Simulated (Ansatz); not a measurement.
**Property card for Al3GaAs4**

Al$_{3}$GaAs$_{4}$:
```yaml
crystal:
  lattice:
    - [4.05587, 0.00000, 0.00000]
    - [0.00000, 4.05587, 0.00000]
    - [0.00000, 0.00000, 11.45218]
  atoms:
    - { symbol: Ga, position: [0.00000, 0.00000, 0.00000] }
    - { symbol: As, position: [0.50000, 0.00000, 0.12592] }
    - { symbol: Al, position: [0.50000, 0.50000, 0.25027] }
    - { symbol: As, position: [0.00000, 0.50000, 0.37512] }
    - { symbol: Al, position: [0.00000, 0.00000, 0.50000] }
    - { symbol: As, position: [0.50000, 0.00000, 0.62488] }
    - { symbol: Al, position: [0.50000, 0.50000, 0.74973] }
    - { symbol: As, position: [0.00000, 0.50000, 0.87408] }
```

Space group P-4m2 (No. 115); conventional cell a = b = 4.056 Å, c = 11.452 Å, α = β = γ = 90.00°.

Method: PBE (plane waves, PAW; program Ansatz). Geometry: relaxed at this level of theory. Other levels are named where they apply.

**Cell and energy**

* **Volume per atom**: 23.55 Å³
* **Density**: 3.97 g/cm³
* **Formation energy from the elements (no fitted shifts)**: -0.45 eV/atom

**Electronic structure**

- Band gap: 1.27 eV (direct)
- Valence-band maximum: at Γ
- Conduction-band minimum: at Γ
- Electron effective mass: 0.084, 0.084, 0.10 mₑ (principal values)
- Electron effective mass with spin–orbit coupling: 0.083, 0.083, 0.10 mₑ (principal values)
- Hole effective mass, band 1 of 2 at the edge: 4.0 along x, 0.46 along z (mₑ)
- Hole effective mass, band 2 of 2 at the edge: 0.072 along x, 0.46 along z (mₑ)
- Hole effective mass with spin–orbit coupling: 0.45 along z (mₑ)
- Gap with spin–orbit coupling: 1.17 eV

**Mechanics**

- Bulk modulus (Birch–Murnaghan fit): 655 kbar
- Pressure derivative B′: 4.4

The start of the workflow was typed in or built on a structure type; neither database checked (COD, Materials Project) lists it. Whether it is the stable phase at ambient conditions was not checked. Symmetry was held in the PBE relaxation; whether a distortion lowers the energy is not shown. The references are the lowest solids computed at this level, not always the standard phases. Spin–orbit coupling is left out wherever it is not named.

Potentials: the earlier of the program's two PAW sets.
